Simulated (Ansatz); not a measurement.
Input and output for Y (fcc type): DFT, LDA, PAW with Ansatz's default frozen-core files, scalar-relativistic (Ansatz 0.2.0). This run: volume at 0.68 of the series' base cell.

The cell comes from a relaxation on PAW files under the same functional, begun from a prototype that needn't be the stable phase.

Command: `ansatz run input.yaml --threads 1 --pin off --max-ram 2048MiB --backend cpu --events-out ev --progress --plain --runs-dir out` It took 1.7 s on 1 thread of Arm Neoverse V1, on a shared host, peak memory 0.27 GiB.

```yaml
crystal:
  lattice:
    - [0.0, 2.1565276845, 2.1565276845]
    - [2.1565276845, 0.0, 2.1565276845]
    - [2.1565276845, 2.1565276845, 0.0]
  atoms:
    - { symbol: "Y", position: [0.0, 0.0, 0.0] }
kpoints:
  mp_grid: { grid: [13, 13, 13] }
scf:
  occupations: { method: fermi_dirac, width: 0.08 }
hamiltonian:
  xc: lda
  pseudopotentials: { kind: paw }
output:
  forces: true
  stress: true
  eigenvalues: true
  populations: true
```

Output:

```
Engine: ansatz 0.2.0
Pseudopotentials: kind: paw
Pseudopotential: Y, paw, valence charge 11, recommended cutoff 420 eV (normal), Y.paw.azcp
Functional definition: SPW92
  exchange = slater_x
  correlation = pw_c
Crystal: 1 atoms, lattice volume = 20.058 Å³
Basis set: ecut = 420 eV, 387 PW (Γ)
Bands: 10, of which v1, the nominal top of the filled ones, is band 6 counted from 1 (5 counted from 0)
Symmetry: 48 space group operations
Space group: Fm-3m (ITA 225), of the structure as read, at distance tolerance 2.7e-5 Å
k-points: 84 of 2197
Non-local potential: Y, projectors of the file, l = 0: 3, l = 1: 2, l = 2: 2, l = 3: 1
PAW form: soft (Blöchl's): semilocal exchange-correlation on the pseudo side does not see the compensation charge
PAW frozen core: Y, regenerated for the run's functional, and the local potential with it (the file was generated under x = pbe(κ = 0.804, μ = 0.2195149727645171), c = pbe(β = 0.06672455060314922))
PAW one-centre angular grid: Y, 590 points (default); XC on 64 Gauss nodes
Initial density: superposition of atomic densities (neutral atoms: chi_scale 0, normalization atom), corrected by the library's trained network
Initial wavefunctions: pseudopotential atomic-orbital guess
Functional: x = slater, c = lda
SCF iter   1: F=—  HF=-3744.850821 eV  |F-HF|=—  |Δ(HF+E_count)|=         —  Δρ=6.08e-3  dr2=1.96e-3  ethr=1.77e-3  ⟨swp⟩=5.0  Hψ=4858  notcnv=0
preconditioner: auto → none  [metal: Δε(μ)=0.060 eV  Ē_g=19.783 eV  σ=0.080 eV  W_gap=0.18  n_scr=0 (ndim 8)  ℏωp=24.9 eV  f_vac=0.000  D(μ)=1.20/eV (n_scr^D=14)]
SCF iter   2: F=—  HF=-3744.850687 eV  |F-HF|=—  |Δ(HF+E_count)|=   1.34e-4  Δρ=2.85e-3  dr2=4.12e-4  ethr=1.78e-5  ⟨swp⟩=1.6  Hψ=1608  notcnv=0
SCF iter   3: F=—  HF=-3744.850718 eV  |F-HF|=—  |Δ(HF+E_count)|=   3.09e-5  Δρ=2.46e-4  dr2=9.48e-6  ethr=3.74e-6  ⟨swp⟩=2.3  Hψ=1019  notcnv=0
SCF iter   4: F=—  HF=-3744.850715 eV  |F-HF|=—  |Δ(HF+E_count)|=   2.99e-6  Δρ=7.17e-5  dr2=4.76e-7  ethr=8.62e-8  ⟨swp⟩=2.1  Hψ=1202  notcnv=0
iter 5 did not close the SCF: its close was put off for the readings that it lacked (scf_convergence_deferred on its scf_iter line)
SCF iter   5: F=-3744.850715 eV  HF=-3744.850715 eV  |F-HF|=7.82e-8  |Δ(HF+E_count)|=   1.51e-7  Δρ=2.47e-5  dr2=9.50e-8  ethr=4.33e-9  ⟨swp⟩=2.0  Hψ=1303  notcnv=0
SCF iter   6: F=-3744.850715 eV  HF=-3744.850715 eV  |F-HF|=2.70e-9  |Δ(HF+E_count)|=   4.52e-8  Δρ=4.49e-6  dr2=3.29e-9  ethr=8.63e-10  ⟨swp⟩=2.1  Hψ=2909  notcnv=0
SCF 1 converged in 6 iterations: F = -3744.850715 eV  dr2 = 3.29e-9
  greatest PAW one-centre occupation: 0.993 electrons in one spin orbital (limit 2), on the Y atom at site 0 (counted from 0), in its partial waves of l = 0
SCF converged after 6 iterations
Free energy (F): -3744.850715 eV
Harris-Foulkes:  -3744.850715 eV  (|F-HF|=2.70e-9)
Internal energy: -3744.825836 eV  (E = F + TS)
E sigma→0 (E₀):  -3744.838275 eV
Entropy (-TS):   -0.024879 eV (-24.879 meV/atom)
Fermi energy:    15.971086 eV
--- Per-component energies (eV) ---
  E_band       = -41.516514
  E_kinetic    = 316.596978
  E_local      = -429.016850  (includes V_loc(G=0)·N_el)
  E_nonlocal   = 56.134928
  E_hartree    = 138.137794
  E_xc         = -175.761717
  E_vxc        = -203.877650  (∫ρ·V_xc dr)
  E_paw        = -2725.166746  (= ΣΔE_a)
  E_vpaw       = -57.628330  (= ΣTr[D̂ρ^β])
  E_aug_tail   = 0.000002  (compensation charges beyond the density's cutoff)
  E_ewald      = -926.079811
  E_core_change = 0.329586  (= ΣΔE_core)
  E_smearing   = -0.024879  (= −TS)
  E_closure    = -0.000000  (closes the sum)
  Σ components = -3744.850715   (vs F -3744.850715, Δ=0.00e0)
--- Forces (eV/Å), atoms counted from 1 ---
  atom   1  Y     -0.00000000    -0.00000000     0.00000000
  max |Σ_I F_I| component: 1.15e-31 eV/Å
--- Stress (GPa, compression-positive) ---
       31.158509       0.000000       0.000000
        0.000000      31.158509       0.000000
        0.000000      -0.000000      31.158509
  P = ⅓ Tr σ = 31.1585 GPa (311.585 kbar)
--- Band table (eV; the first three rows and the last of 84) ---
  k-point 0: bands = ["-25.8637", "-4.6803", "-4.6803", "-4.6803", "11.1996", "18.1388", "18.1388", "18.1388", "21.6569", "21.6569"]
  k-point 1: bands = ["-25.8386", "-4.8414", "-4.6979", "-4.6979", "11.4639", "17.8675", "18.2589", "18.2589", "21.4815", "21.4815"]
  k-point 2: bands = ["-25.7684", "-5.2699", "-4.7461", "-4.7461", "12.1562", "17.3263", "18.5152", "18.5152", "21.1956", "21.1956"]
  k-point 83: bands = ["-25.2558", "-6.3760", "-6.1717", "-5.5615", "14.5668", "16.3316", "17.0066", "20.0366", "24.8452", "27.5640"]
--- Löwdin populations: 1 site ---
  site symbol       q [e]
     0      Y     10.9824
  spilling = 0.001600 (of n_electrons = 11.000000)
```

populations.tsv:

```
# site	symbol	l	j	q
# orbitals = lowdin
# n_electrons = 11.000000
# spilling = 0.001600
0	Y	0_4S	-	1.911290
0	Y	0_5S	-	0.538746
0	Y	1_4P	-	5.863893
0	Y	2_4D	-	2.668475
```

Next run (volume at 0.58 of the series' base cell), as changes to the input before:

```diff
   lattice:
-    - [0.0, 2.1565276845, 2.1565276845]
-    - [2.1565276845, 0.0, 2.1565276845]
-    - [2.1565276845, 2.1565276845, 0.0]
+    - [0.0, 2.0451636482, 2.0451636482]
+    - [2.0451636482, 0.0, 2.0451636482]
+    - [2.0451636482, 2.0451636482, 0.0]
   atoms:
```

Command: `ansatz run input.yaml --threads 1 --pin off --max-ram 2048MiB --backend cpu --events-out ev --progress --plain --runs-dir out` It took 1.4 s on 1 thread of Arm Neoverse V1 (shared host), peak memory 0.26 GiB.

Results part of the output:

```
SCF 1 converged in 6 iterations: F = -3744.083111 eV  dr2 = 1.61e-12
  greatest PAW one-centre occupation: 0.993 electrons in one spin orbital (limit 2), on the Y atom at site 0 (counted from 0), in its partial waves of l = 0
SCF converged after 6 iterations
Free energy (F): -3744.083111 eV
Harris-Foulkes:  -3744.083111 eV  (|F-HF|=1.36e-12)
Internal energy: -3744.063725 eV  (E = F + TS)
E sigma→0 (E₀):  -3744.073418 eV
Entropy (-TS):   -0.019387 eV (-19.387 meV/atom)
Fermi energy:    18.948539 eV
--- Per-component energies (eV) ---
  E_band       = -8.991631
  E_kinetic    = 321.832872
  E_local      = -363.679975  (includes V_loc(G=0)·N_el)
  E_nonlocal   = 56.998316
  E_hartree    = 120.141784
  E_xc         = -177.632068
  E_vxc        = -206.349018  (∫ρ·V_xc dr)
  E_paw        = -2725.547176  (= ΣΔE_a)
  E_vpaw       = -58.077420  (= ΣTr[D̂ρ^β])
  E_aug_tail   = 0.000001  (compensation charges beyond the density's cutoff)
  E_ewald      = -976.507064
  E_core_change = 0.329586  (= ΣΔE_core)
  E_smearing   = -0.019387  (= −TS)
  E_closure    = -0.000000  (closes the sum)
  Σ components = -3744.083111   (vs F -3744.083111, Δ=0.00e0)
--- Forces (eV/Å), atoms counted from 1 ---
  atom   1  Y     -0.00000000     0.00000000     0.00000000
  max |Σ_I F_I| component: 4.93e-32 eV/Å
--- Stress (GPa, compression-positive) ---
       54.495576      -0.000000      -0.000000
        0.000000      54.495576       0.000000
        0.000000      -0.000000      54.495576
  P = ⅓ Tr σ = 54.4956 GPa (544.956 kbar)
--- Band table (eV; the first three rows and the last of 84) ---
  k-point 0: bands = ["-23.1196", "-1.1899", "-1.1899", "-1.1899", "14.5584", "21.1132", "21.1132", "21.1132", "25.2965", "25.2965"]
  k-point 1: bands = ["-23.0778", "-1.4376", "-1.2162", "-1.2162", "14.8827", "20.8025", "21.2570", "21.2570", "25.0683", "25.0683"]
  k-point 2: bands = ["-22.9599", "-2.0873", "-1.2881", "-1.2881", "15.6772", "20.2521", "21.5622", "21.5622", "24.6979", "24.6979"]
  k-point 83: bands = ["-22.0672", "-3.7343", "-3.4343", "-2.5364", "17.2233", "19.3987", "20.3001", "23.4646", "29.1689", "32.5057"]
--- Löwdin populations: 1 site ---
  site symbol       q [e]
     0      Y     10.9799
  spilling = 0.001828 (of n_electrons = 11.000000)
```

Next run (volume at 0.58 of the series' base cell, ecut 250), as changes to the input before:

```diff
   eigenvalues: true
-  populations: true
+basis:
+  ecutwfc: 250
```

Command: `ansatz run input.yaml --threads 1 --pin off --max-ram 2048MiB --backend cpu --events-out ev --progress --plain --runs-dir out` It took 0.83 s on 1 thread of Arm Neoverse V1, on a shared host, peak memory 0.24 GiB.

Results part of the output:

```
Warning: basis.ecutwfc = 250 eV is below the records' recommended 420 eV, and the density's cutoff is lower with it unless basis.ecutrho_ratio is high enough to keep the records' density cutoff: compare with a run at a higher cutoff
SCF 1 converged in 6 iterations: F = -3743.982354 eV  dr2 = 3.52e-12
  greatest PAW one-centre occupation: 0.993 electrons in one spin orbital (limit 2), on the Y atom at site 0 (counted from 0), in its partial waves of l = 0
SCF converged after 6 iterations
Free energy (F): -3743.982354 eV
Harris-Foulkes:  -3743.982354 eV  (|F-HF|=2.73e-12)
Internal energy: -3743.962926 eV  (E = F + TS)
E sigma→0 (E₀):  -3743.972640 eV
Entropy (-TS):   -0.019428 eV (-19.428 meV/atom)
Fermi energy:    18.959735 eV
--- Per-component energies (eV) ---
  E_band       = -9.215056
  E_kinetic    = 321.584692
  E_local      = -363.180608  (includes V_loc(G=0)·N_el)
  E_nonlocal   = 56.895206
  E_hartree    = 119.808669
  E_xc         = -177.562709
  E_vxc        = -206.281493  (∫ρ·V_xc dr)
  E_paw        = -2725.330617  (= ΣΔE_a)
  E_vpaw       = -57.850078  (= ΣTr[D̂ρ^β])
  E_aug_tail   = -0.000079  (compensation charges beyond the density's cutoff)
  E_ewald      = -976.507064
  E_core_change = 0.329586  (= ΣΔE_core)
  E_smearing   = -0.019428  (= −TS)
  E_closure    = 0.000000  (closes the sum)
  Σ components = -3743.982354   (vs F -3743.982354, Δ=0.00e0)
--- Forces (eV/Å), atoms counted from 1 ---
  atom   1  Y      0.00000000    -0.00000000    -0.00000000
  max |Σ_I F_I| component: 1.34e-32 eV/Å
--- Stress (GPa, compression-positive) ---
       54.208776       0.000000      -0.000000
        0.000000      54.208776       0.000000
       -0.000000      -0.000000      54.208776
  P = ⅓ Tr σ = 54.2088 GPa (542.088 kbar)
--- Band table (eV; the first three rows and the last of 84) ---
  k-point 0: bands = ["-23.1705", "-1.2254", "-1.2254", "-1.2254", "14.5495", "21.1171", "21.1171", "21.1171", "25.2998", "25.2998"]
  k-point 1: bands = ["-23.1288", "-1.4671", "-1.2505", "-1.2505", "14.8747", "20.8155", "21.2614", "21.2614", "25.0828", "25.0828"]
  k-point 2: bands = ["-23.0112", "-2.1118", "-1.3151", "-1.3151", "15.6726", "20.2619", "21.5809", "21.5809", "24.7365", "24.7365"]
  k-point 83: bands = ["-22.1227", "-3.7542", "-3.4560", "-2.5614", "17.2320", "19.4055", "20.3132", "23.4886", "29.2457", "32.5660"]
```

Next run (volume at 0.5 of the series' base cell), as changes to the input before:

```diff
   lattice:
-    - [0.0, 2.0451636482, 2.0451636482]
-    - [2.0451636482, 0.0, 2.0451636482]
-    - [2.0451636482, 2.0451636482, 0.0]
+    - [0.0, 1.9464446944, 1.9464446944]
+    - [1.9464446944, 0.0, 1.9464446944]
+    - [1.9464446944, 1.9464446944, 0.0]
   atoms:
   eigenvalues: true
-basis:
-  ecutwfc: 250
+  populations: true
+  write_density: true
+  write_potential: true
+  elf: true
+  volumetric_format: npy
```

Results part of the output:

```
SCF 1 converged in 6 iterations: F = -3743.049381 eV  dr2 = 2.97e-12
  greatest PAW one-centre occupation: 0.993 electrons in one spin orbital (limit 2), on the Y atom at site 0 (counted from 0), in its partial waves of l = 0
SCF converged after 6 iterations
Free energy (F): -3743.049381 eV
Harris-Foulkes:  -3743.049381 eV  (|F-HF|=2.27e-12)
Internal energy: -3743.035226 eV  (E = F + TS)
E sigma→0 (E₀):  -3743.042304 eV
Entropy (-TS):   -0.014155 eV (-14.155 meV/atom)
Fermi energy:    22.137283 eV
--- Per-component energies (eV) ---
  E_band       = 24.611818
  E_kinetic    = 327.768174
  E_local      = -301.253544  (includes V_loc(G=0)·N_el)
  E_nonlocal   = 57.876695
  E_hartree    = 103.897026
  E_xc         = -179.604113
  E_vxc        = -208.954200  (∫ρ·V_xc dr)
  E_paw        = -2726.015918  (= ΣΔE_a)
  E_vpaw       = -58.619327  (= ΣTr[D̂ρ^β])
  E_aug_tail   = 0.000002  (compensation charges beyond the density's cutoff)
  E_ewald      = -1026.033134
  E_core_change = 0.329586  (= ΣΔE_core)
  E_smearing   = -0.014155  (= −TS)
  E_closure    = 0.000000  (closes the sum)
  Σ components = -3743.049381   (vs F -3743.049381, Δ=0.00e0)
--- Forces (eV/Å), atoms counted from 1 ---
  atom   1  Y      0.00000000     0.00000000     0.00000000
  max |Σ_I F_I| component: 3.29e-32 eV/Å
--- Stress (GPa, compression-positive) ---
       89.074483      -0.000000       0.000000
        0.000000      89.074483       0.000000
        0.000000       0.000000      89.074483
  P = ⅓ Tr σ = 89.0745 GPa (890.745 kbar)
--- Band table (eV; the first three rows and the last of 84) ---
  k-point 0: bands = ["-20.4487", "2.5133", "2.5133", "2.5133", "18.4359", "24.2356", "24.2356", "24.2356", "29.1326", "29.1326"]
  k-point 1: bands = ["-20.3848", "2.1564", "2.4756", "2.4756", "18.8245", "23.8898", "24.4061", "24.4061", "28.8409", "28.8409"]
  k-point 2: bands = ["-20.2029", "1.2328", "2.3730", "2.3730", "19.6665", "23.4057", "24.7663", "24.7663", "28.3716", "28.3716"]
  k-point 83: bands = ["-18.7575", "-1.1032", "-0.6901", "0.5510", "20.0989", "22.6929", "23.8409", "27.0923", "33.7652", "37.7558"]
--- Löwdin populations: 1 site ---
  site symbol       q [e]
     0      Y     10.9740
  spilling = 0.002366 (of n_electrons = 11.000000)
```

Next run (volume at 0.43 of the series' base cell), as changes to the input before:

```diff
   lattice:
-    - [0.0, 1.9464446944, 1.9464446944]
-    - [1.9464446944, 0.0, 1.9464446944]
-    - [1.9464446944, 1.9464446944, 0.0]
+    - [0.0, 1.8510076718, 1.8510076718]
+    - [1.8510076718, 0.0, 1.8510076718]
+    - [1.8510076718, 1.8510076718, 0.0]
   atoms:
   mp_grid: { grid: [13, 13, 13] }
+  band_path:
+    path:
+      - [0.0, 0.0, 0.0]
+      - [0.5, 0.0, 0.5]
+      - [0.625, 0.25, 0.625]
+      - [0.375, 0.375, 0.75]
+      - [0.0, 0.0, 0.0]
+      - [0.5, 0.5, 0.5]
+      - [0.5, 0.25, 0.75]
+      - [0.5, 0.0, 0.5]
+    npoints: 8
 scf:
   populations: true
+  dos: { projected: true, de: 0.2, e_range: [-14, 8] }
   write_density: true
```

Command: `ansatz run input.yaml --threads 1 --pin off --max-ram 2048MiB --backend cpu --events-out ev --progress --plain --runs-dir out` It took 1.6 s on 1 thread of Arm Neoverse V1, with other jobs on the host, peak memory 0.25 GiB.

Results part of the output:

```
SCF 1 converged in 6 iterations: F = -3741.596043 eV  dr2 = 1.29e-11
  greatest PAW one-centre occupation: 0.992 electrons in one spin orbital (limit 2), on the Y atom at site 0 (counted from 0), in its partial waves of l = 0
NSCF: frozen V_eff on 57 k-points
SCF converged after 6 iterations
Free energy (F): -3741.596043 eV
Harris-Foulkes:  -3741.596043 eV  (|F-HF|=3.18e-12)
Internal energy: -3741.578067 eV  (E = F + TS)
E sigma→0 (E₀):  -3741.587055 eV
Entropy (-TS):   -0.017976 eV (-17.976 meV/atom)
Fermi energy:    25.709425 eV
--- Per-component energies (eV) ---
  E_band       = 62.441558
  E_kinetic    = 335.199579
  E_local      = -236.632382  (includes V_loc(G=0)·N_el)
  E_nonlocal   = 58.788051
  E_hartree    = 88.168259
  E_xc         = -181.863758
  E_vxc        = -211.941210  (∫ρ·V_xc dr)
  E_paw        = -2726.632518  (= ΣΔE_a)
  E_vpaw       = -59.308937  (= ΣTr[D̂ρ^β])
  E_aug_tail   = 0.000001  (compensation charges beyond the density's cutoff)
  E_ewald      = -1078.934885
  E_core_change = 0.329586  (= ΣΔE_core)
  E_smearing   = -0.017976  (= −TS)
  E_closure    = 0.000000  (closes the sum)
  Σ components = -3741.596043   (vs F -3741.596043, Δ=0.00e0)
--- Forces (eV/Å), atoms counted from 1 ---
  atom   1  Y      0.00000000     0.00000000     0.00000000
  max |Σ_I F_I| component: 5.09e-31 eV/Å
--- Stress (GPa, compression-positive) ---
      142.402496       0.000000       0.000000
       -0.000000     142.402496       0.000000
       -0.000000      -0.000000     142.402496
  P = ⅓ Tr σ = 142.4025 GPa (1424.025 kbar)
--- Band table (eV; the first three rows and the last of 84) ---
  k-point 0: bands = ["-17.6424", "6.8051", "6.8051", "6.8051", "23.2716", "27.8017", "27.8017", "27.8017", "33.5336", "33.5336"]
  k-point 1: bands = ["-17.5491", "6.3056", "6.7512", "6.7512", "23.7245", "27.4296", "28.0056", "28.0056", "33.1583", "33.1583"]
  k-point 2: bands = ["-17.2813", "5.0310", "6.6058", "6.6058", "24.4018", "27.2478", "28.4336", "28.4336", "32.5629", "32.5629"]
  k-point 83: bands = ["-15.0042", "1.7607", "2.3116", "3.9742", "23.4981", "26.5267", "27.9548", "31.2735", "39.0806", "43.7852"]
--- Löwdin populations: 1 site ---
  site symbol       q [e]
     0      Y     10.9645
  spilling = 0.003229 (of n_electrons = 11.000000)
```

Next run (volume at 0.43 of the series' base cell, ecut 1000), as changes to the input before:

```diff
   mp_grid: { grid: [13, 13, 13] }
-  band_path:
-    path:
-      - [0.0, 0.0, 0.0]
-      - [0.5, 0.0, 0.5]
-      - [0.625, 0.25, 0.625]
-      - [0.375, 0.375, 0.75]
-      - [0.0, 0.0, 0.0]
-      - [0.5, 0.5, 0.5]
-      - [0.5, 0.25, 0.75]
-      - [0.5, 0.0, 0.5]
-    npoints: 8
 scf:
   eigenvalues: true
-  populations: true
-  dos: { projected: true, de: 0.2, e_range: [-14, 8] }
   write_density: true
   volumetric_format: npy
+basis:
+  ecutwfc: 1000
```

Results part of the output:

```
SCF 1 converged in 6 iterations: F = -3741.596454 eV  dr2 = 2.61e-11
  greatest PAW one-centre occupation: 0.992 electrons in one spin orbital (limit 2), on the Y atom at site 0 (counted from 0), in its partial waves of l = 0
SCF converged after 6 iterations
Free energy (F): -3741.596454 eV
Harris-Foulkes:  -3741.596454 eV  (|F-HF|=8.19e-12)
Internal energy: -3741.578480 eV  (E = F + TS)
E sigma→0 (E₀):  -3741.587467 eV
Entropy (-TS):   -0.017975 eV (-17.975 meV/atom)
Fermi energy:    25.709294 eV
--- Per-component energies (eV) ---
  E_band       = 62.440516
  E_kinetic    = 335.201078
  E_local      = -236.632804  (includes V_loc(G=0)·N_el)
  E_nonlocal   = 58.785623
  E_hartree    = 88.167809
  E_xc         = -181.864057
  E_vxc        = -211.941768  (∫ρ·V_xc dr)
  E_paw        = -2726.630829  (= ΣΔE_a)
  E_vpaw       = -59.307141  (= ΣTr[D̂ρ^β])
  E_aug_tail   = 0.000000  (compensation charges beyond the density's cutoff)
  E_ewald      = -1078.934885
  E_core_change = 0.329586  (= ΣΔE_core)
  E_smearing   = -0.017975  (= −TS)
  E_closure    = -0.000000  (closes the sum)
  Σ components = -3741.596454   (vs F -3741.596454, Δ=0.00e0)
--- Forces (eV/Å), atoms counted from 1 ---
  atom   1  Y      0.00000000    -0.00000000    -0.00000000
  max |Σ_I F_I| component: 1.12e-30 eV/Å
--- Stress (GPa, compression-positive) ---
      142.396269       0.000000       0.000000
        0.000000     142.396269      -0.000000
       -0.000000       0.000000     142.396269
  P = ⅓ Tr σ = 142.3963 GPa (1423.963 kbar)
--- Band table (eV; the first three rows and the last of 84) ---
  k-point 0: bands = ["-17.6426", "6.8051", "6.8051", "6.8051", "23.2712", "27.8016", "27.8016", "27.8016", "33.5336", "33.5336"]
  k-point 1: bands = ["-17.5493", "6.3056", "6.7512", "6.7512", "23.7242", "27.4296", "28.0055", "28.0055", "33.1582", "33.1582"]
  k-point 2: bands = ["-17.2815", "5.0310", "6.6058", "6.6058", "24.4015", "27.2476", "28.4336", "28.4336", "32.5628", "32.5628"]
  k-point 83: bands = ["-15.0044", "1.7606", "2.3115", "3.9742", "23.4980", "26.5266", "27.9546", "31.2733", "39.0805", "43.7839"]
```

The PAW files were made under PBE. The structure type is held throughout; the real material can change phase at far lower pressure.
